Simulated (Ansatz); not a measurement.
A plane-wave DFT run in Ansatz 0.2.0 (scalar-relativistic PAW potentials unless the input names others): input and command.

```yaml
crystal:
  lattice:
    - [3.7151201426, 0.0, 0.0]
    - [-1.8575600713, 3.2173884216, 0.0]
    - [0.0, 0.0, 3.8171543421]
  atoms:
    - { symbol: Nb, position: [0.0, 0.0, 0.5] }
    - { symbol: Te, position: [0.66666667, 0.33333333, 0.0] }
basis:
  ecutwfc: "30 meV"
kpoints:
  mp_grid: { grid: [15, 15, 12] }
hamiltonian:
  xc: pbesol
scf:
  occupations: { method: gaussian, width: 0.1 }
  max_iter: 100
output:
  forces: true
  eigenvalues: true
  stress: true
```

```bash
ansatz run input.yaml --threads 1 --pin off --max-ram 1331MiB --backend cpu --events-out ev --progress --plain --runs-dir out
```

**Question.** What is wrong with this input?

**Answer.** The program refuses it, because of a cutoff in the wrong unit (basis.ecutwfc: 420 → "30 meV"). With the sound run's settings it is accepted.

Abridged log:
```
Error: inconsistent input (basis.ecutwfc, kpoints): the smallest per-k basis holds n_pw = 0 plane waves (k-point 1, counted from 0 among those solved) but the deck needs at least 16 band(s) per channel, and no run solves more bands than the smallest per-k basis has plane waves; raise basis.ecutwfc until the smallest per-k basis, which caps the automatic band count, holds at least 16 plane waves
```